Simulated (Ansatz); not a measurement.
Here is the system:

GaAs (zinc blende)

```yaml
crystal:
  lattice:
    - [0.00000, 5.74558, 5.74558]
    - [2.87279, 0.00000, 2.87279]
    - [2.87279, 2.87279, 0.00000]
  atoms:
    - { symbol: As, position: [0.37500, 0.75000, 0.75000] }
    - { symbol: As, position: [0.87500, 0.75000, 0.75000] }
    - { symbol: Ga, position: [0.00000, 0.00000, 0.00000] }
    - { symbol: Ga, position: [0.50000, 0.00000, 0.00000] }
```

Two-dimensional scan of atom 3 (Ga, nearest neighbour As at 2.488 Å; its periodic images, 4.1 Å or more away, move with it): u runs along (1.000, 0.000, 0.000), v along (0.000, 1.000, 0.000) (Cartesian). Cell and other atoms are fixed.

All values below come from PBE (plane waves to 420 eV, PAW, scalar-relativistic; Ansatz, a program for electronic structure). k mesh 4×8×8 (Γ-centred), Fermi-Dirac smearing 0.05 eV. Energies are smeared free energies. Points where atoms come too close for the PAW data are left out (x in tables, blank in figures). As the smearing reaches across the gap at some points, energies and forces of such displacements shift with the k mesh and the smearing. GaAs was relaxed with its symmetry unable to fall. The zero of ΔE is the undisplaced structure. Axes are in Å.

The scan covers u from -0.820 to 0.820 Å in 7 points and v from -0.820 to 0.820 Å in 7 points.

Q: Is the undisplaced position a minimum, a maximum or a saddle of this map?

A: A minimum.

Q: What are the two principal curvatures of the energy at the centre?

A: 8.1 and 9.3 eV/Å².

(A displaced cell: forces are minus the slopes of the energy, force constants its curvatures, and phonons follow from these.)
